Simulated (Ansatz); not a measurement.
Na2S:
```cif
data_Na4S2
_chemical_formula_sum 'S2 Na4'
_space_group_name_H-M_alt 'P63/mmc'
_space_group_IT_number 194
_space_group_name_Hall '-P 6c 2c'
_cell_length_a 4.62859
_cell_length_b 4.62859
_cell_length_c 6.49917
_cell_angle_alpha 90.000
_cell_angle_beta 90.000
_cell_angle_gamma 120.000
loop_
_atom_site_label
_atom_site_type_symbol
_atom_site_symmetry_multiplicity
_atom_site_Wyckoff_symbol
_atom_site_fract_x
_atom_site_fract_y
_atom_site_fract_z
_atom_site_occupancy
S1 S 2 c 0.33333 0.66667 0.25000 1
Na1 Na 2 a 0.00000 0.00000 0.00000 1
Na2 Na 2 d 0.66667 0.33333 0.25000 1
```

Relaxed with r²SCAN. r²SCAN (plane waves, PAW; program Ansatz) gives a gap of 2.48 eV.

What gap does HSE06 give on the same cell (Ansatz, PAW)?

2.75 eV, 0.27 eV more. The hybrid was solved on a coarser mesh and at special points; its gap is the smallest among all of these.

```csv
k,v1 r²SCAN,c1 r²SCAN,v1 HSE06,c1 HSE06
Γ,0.00,2.48,0.00,2.75
A,-0.98,3.98,-1.03,4.34
K,-1.19,5.00,[?],[?]
H,-0.53,5.64,[?],[?]
M,-0.82,4.40,[?],[?]
L,-0.77,4.48,[?],[?]
```

Top valence (v1) and lowest conduction level (c1) in eV from each method's valence maximum (which need not be a listed point): supply the withheld HSE06 values.


- H, v1 HSE06: -0.56
- H, c1 HSE06: 6.08
- K, v1 HSE06: -1.28
- K, c1 HSE06: 5.39
- M, v1 HSE06: -0.86
- M, c1 HSE06: 4.80
- L, v1 HSE06: -0.82
- L, c1 HSE06: 4.86

Cost on shared cores: the r²SCAN run (SCF on a 7×7×5 mesh, then bands and DOS) very roughly 30 core-seconds, the HSE06 run (SCF on 4×4×3, then a few points) around 110 core-seconds (rough); the tasks are unlike.

Space group P6_3/mmc. The workflow started from an entry of the Crystallography Open Database (COD), which files this formula under 2 space groups. Its standing as an ambient phase is unchecked. The cell was relaxed with r²SCAN under the symmetry of its start; whether a distortion lowers the energy is not shown. The volume moved by -34 % from the start of the relaxation. The volume fell by over 15 % from the filed cell, which may lack light atoms or belong to other conditions.

Potentials: the later of the program's two PAW sets.
